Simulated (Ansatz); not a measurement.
System: MnSb, 4 atoms in the cell.

Method: Ansatz, PBE with spin–orbit coupling, plane waves, PAW datasets (earlier set, tuned by hand).

Cutoff 720 eV; k-mesh 6×6×4 Γ-centred; Fermi–Dirac smearing of 0.1 eV; starting moments Mn1 4, Mn2 4 μB along [0, 0, 1].

```
Mn Sb
1.0
     4.13000    0.00000    0.00000
    -2.06500    3.57668    0.00000
     0.00000    0.00000    5.79000
Mn Sb
2 2
Cartesian
  0.0000 0.0000 0.0000
  0.0000 0.0000 2.8950
  0.0000 2.3845 1.4475
  2.0650 1.1922 4.3425
```

(1) Is the cell under compression or tension, and by how much?

(2) How long does `ansatz run input.yaml --threads 1` take on 1 core of an Intel Xeon Platinum 8488C (shared host)?

## Answers

(1) The pressure is -2.66 GPa, so at these settings the cell is stretched and would shrink.

(2) About 3.7 min for 16 electronic iterations.

The stress includes the program's correction for the finite plane-wave basis.

The k-mesh is modest, so these values aren't fully converged in k. One magnetic order was tried; another may lie lower.
